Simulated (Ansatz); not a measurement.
**Course of a relaxation: Ca2Ge2N**

The guess for Ca2Ge2N was made by a generator: random cell by space group and Wyckoff sites (P6/mmm, No. 191). Its size is a rough estimate.

```cif
data_structure
_symmetry_space_group_name_H-M 'P 1'
_symmetry_Int_Tables_number 1
_cell_length_a 4.2919
_cell_length_b 4.2919
_cell_length_c 6.9479
_cell_angle_alpha 90.000
_cell_angle_beta 90.000
_cell_angle_gamma 120.000
_cell_volume 110.84
loop_
_atom_site_label
_atom_site_type_symbol
_atom_site_fract_x
_atom_site_fract_y
_atom_site_fract_z
_atom_site_occupancy
Ca1 Ca 0.00000 0.00000 0.24528 1
Ca2 Ca 0.00000 0.00000 0.75472 1
Ge1 Ge 0.33333 0.66667 0.50000 1
Ge2 Ge 0.66667 0.33333 0.50000 1
N1 N 0.00000 0.00000 0.50000 1
```

These are results of DFT PBE, scalar-relativistic, plane waves, PAW (Ansatz), not measurements. Cutoff 420 eV, Gaussian smearing, Γ-centred meshes. Cell and atoms relax first on a coarse mesh and then on a finer one. In between, the cell is made exact in the group found at 0.06 Å. In metals the finer mesh still leaves noise of several meV/atom or more. The steps can't lower the symmetry of their start. No spin polarisation.

Steps on the 6×6×4 mesh (5 atoms, 9 steps). The free energy counts from the last step; the plane-wave basis is renewed at times, which shifts energy and pressure.

```csv
step,ΔF (meV/atom),V (Å³/atom),P (GPa),largest force component (eV/Å)
1,642.4,22.17,22.72,8.298
2,183.4,25.43,6.77,2.995
3,67.8,26.75,2.24,1.243
4,22.2,27.35,-0.04,0.291
5,17.3,27.04,-0.16,0.052
6,17.3,27.09,-0.08,0.019
7,2.6,27.09,0.61,0.006
8,0.5,27.84,0.02,0.023
9,0.0,27.84,0.02,0.023
```

The relaxed structure, after a last relaxation on the converged mesh:

```cif
data_structure
_symmetry_space_group_name_H-M 'P6/mmm'
_symmetry_Int_Tables_number 191
_cell_length_a 4.4541
_cell_length_b 4.4541
_cell_length_c 8.2891
_cell_angle_alpha 90.000
_cell_angle_beta 90.000
_cell_angle_gamma 120.000
_cell_volume 142.41
loop_
_atom_site_label
_atom_site_type_symbol
_atom_site_symmetry_multiplicity
_atom_site_Wyckoff_symbol
_atom_site_fract_x
_atom_site_fract_y
_atom_site_fract_z
_atom_site_occupancy
Ca1 Ca 2 e 0.00000 0.00000 0.23950 1
Ge1 Ge 2 d 0.33333 0.66667 0.50000 1
N1 N 1 b 0.00000 0.00000 0.50000 1
```

The symmetry stays P6/mmm (No. 191). The volume per atom grows by 28.5 %, from 22.2 to 28.5 Å³. The shortest distance goes from 1.77 Å (Ca–N) to 2.16 Å (Ca–N). The ratio c/a of the conventional cell changes by a factor of 1.15. The energy falls by about 0.64 eV/atom (the start's value is from the coarse mesh). Around Ca lie 1 N at 2.16 Å and 6 Ge at 3.36 Å; around Ge lie 3 Ge at 2.57 Å, 3 N at 2.57 Å and 6 Ca at 3.36 Å; N is surrounded by 2 Ca at 2.16 Å and 6 Ge at 2.57 Å.

- Volume per atom: 28.48 Å³
- Density: 2.79 g/cm³
- Formation energy: +0.18 eV/atom
- Gap on the 12×12×6 mesh of the 5-atom cell: 0 eV (a metal)

Energies over the elements count from the elements' standard structures at the same level (N₂ as a molecule), with no fitted energy shifts.

The last run used Gaussian smearing of 0.10 eV. A structure relaxed within its symmetry needn't be a true minimum. In all, the 3 runs took 110 s on 1 thread of Intel(R) Xeon(R) Platinum 8375C CPU @ 2.90GHz (Ice Lake) (shared host). Another cell of Ca2Ge2N relaxed alike, in P-3m1, lies 0.74 eV/atom lower, so this cell isn't the stable form at this level.
